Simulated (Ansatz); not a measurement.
BeTe (zinc blende, F-43m), DFT-r²SCAN in the program Ansatz with PAW potentials: ε∞ = 6.88, cell volume 45.26 Å³. Infrared-active transverse modes:

| ω_TO (cm⁻¹) | oscillator strength S_xx (e²/amu) |
|---|---|
| 455.5 | 0.2475 |

### Question
Compute the static dielectric constant.

### Answer
Each mode adds (4.921e7/V) S/ω²: 1.30. So ε0 = 8.18.

### Question
What LO frequency does the Lyddane–Sachs–Teller relation give?

### Answer
ω_LO = ω_TO √(ε0/ε∞) = 497 cm⁻¹.

The cell was relaxed with r²SCAN under the symmetry of its start; of distortions, only those at the zone centre were tested. Spin–orbit coupling is left out wherever it is not named.

Potentials: the later of the program's two PAW sets.
